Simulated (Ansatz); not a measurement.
K₂TiCl₆ (space group Fm-3m)

```yaml
crystal:
  lattice:
    - [0.00000, 4.86625, 4.86625]
    - [4.86625, 0.00000, 4.86625]
    - [4.86625, 4.86625, 0.00000]
  atoms:
    - { symbol: K, position: [0.25000, 0.25000, 0.25000] }
    - { symbol: K, position: [0.75000, 0.75000, 0.75000] }
    - { symbol: Ti, position: [0.00000, 0.00000, 0.00000] }
    - { symbol: Cl, position: [0.76029, 0.23971, 0.76029] }
    - { symbol: Cl, position: [0.23971, 0.76029, 0.23971] }
    - { symbol: Cl, position: [0.76029, 0.23971, 0.23971] }
    - { symbol: Cl, position: [0.23971, 0.76029, 0.76029] }
    - { symbol: Cl, position: [0.76029, 0.76029, 0.23971] }
    - { symbol: Cl, position: [0.23971, 0.23971, 0.76029] }
```

The slice is a {100} plane (indices of the conventional cell) through the point (0.760, 0.240, 0.240) (fractional), spanned by u = [100] and v = [0 1 -1] in vectors of this cell: u (6.88 Å) and v (6.88 Å, at 90° to u). It covers one period; positions are fractions (u, v).

Computed with PBEsol (plane waves to 420 eV, PAW, scalar-relativistic; Ansatz, a first-principles code). k mesh 6×6×6. Near the nuclei the fields are pseudised (PAW); where an atom keeps semicore shells as valence, they peak there. K2TiCl6 is run without spin polarisation. K2TiCl6 was relaxed with its symmetry unable to fall.

Task: Predict the map of the electron localisation function (ELF) on the slice.

Result: 
| v \ u | 0.00 | 0.11 | 0.21 | 0.32 | 0.43 | 0.54 | 0.64 | 0.75 | 0.86 | 0.96 |
|---|---|---|---|---|---|---|---|---|---|---|
| 0.96 | x | 0.88 | 0.38 | 0.23 | 0.87 | x | 0.72 | 0.04 | 0.85 | x |
| 0.86 | 0.86 | 0.74 | 0.09 | 0.02 | 0.61 | 0.72 | 0.10 | 0.02 | 0.58 | 0.85 |
| 0.75 | 0.04 | 0.03 | 0.01 | 0.01 | 0.03 | 0.04 | 0.02 | 0.01 | 0.02 | 0.04 |
| 0.64 | 0.75 | 0.37 | 0.01 | 0.31 | 0.82 | 0.85 | 0.58 | 0.02 | 0.10 | 0.72 |
| 0.54 | x | 0.87 | 0.02 | 0.74 | 0.86 | x | 0.85 | 0.03 | 0.73 | x |
| 0.43 | 0.86 | 0.83 | 0.01 | 0.67 | 0.89 | 0.86 | 0.82 | 0.03 | 0.61 | 0.87 |
| 0.32 | 0.26 | 0.05 | 0.00 | 0.11 | 0.67 | 0.74 | 0.31 | 0.01 | 0.02 | 0.22 |
| 0.21 | 0.41 | 0.19 | 0.01 | 0.00 | 0.01 | 0.02 | 0.01 | 0.01 | 0.09 | 0.38 |
| 0.11 | 0.88 | 0.84 | 0.19 | 0.05 | 0.83 | 0.87 | 0.37 | 0.03 | 0.74 | 0.88 |
| 0.00 | x | 0.88 | 0.40 | 0.26 | 0.86 | x | 0.75 | 0.04 | 0.86 | x |

Values: electron localisation function (ELF). Points within 0.5 Å of a nucleus are blanked (x), as the pseudised field means little there.
